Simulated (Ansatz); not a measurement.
Y₂C, DFT, PBEsol, all-electron PAW with datasets made for the crystal, scalar-relativistic (Ansatz 0.2.0), run on 1 thread of Arm Neoverse V1 on a shared host.

The cell comes from COD entry 1531888, which wasn't checked; take it as a given geometry. The listed cell was then made from it by scaling, straining or moving an atom.

Command: `ansatz run input.yaml --threads 1 --pin off --max-ram 4096MiB --backend cpu --events-out ev --progress --plain --runs-dir out`

```yaml
crystal:
  lattice:
    - [1.8486676216, 1.067328749, 5.988]
    - [-1.8486676216, 1.067328749, 5.988]
    - [0.0, -2.134657498, 5.988]
  atoms:
    - { symbol: "Y", position: [0.25793, 0.25793, 0.25793] }
    - { symbol: "Y", position: [0.74207, 0.74207, 0.74207] }
    - { symbol: C, position: [0.0, 0.0, 0.0] }
kpoints:
  mp_grid: { grid: [11, 11, 11] }
scf:
  occupations: { method: fermi_dirac, width: 0.05 }
hamiltonian:
  xc: pbesol
  pseudopotentials: { kind: all_electron, datasets: crystal }
output:
  forces: true
  stress: true
  eigenvalues: true
  efg: { contact_densities: true }
```

Task: How large is the problem that the program sets up?

Result: 146 irreducible k-points, 525 plane waves at Γ, 25 bands.

Task: About how long does it take, and how much memory does it use?

Result: 33 s of wall time for 9 SCF iterations, with a peak of 0.74 GiB. Times on shared machines scatter by tens of per cent.

Task: And the same cell and mesh by PAW with the default files, asked for forces, stress, eigenvalues, efg, on the same hardware?

Result: 9.9 s, peak memory 0.44 GiB.
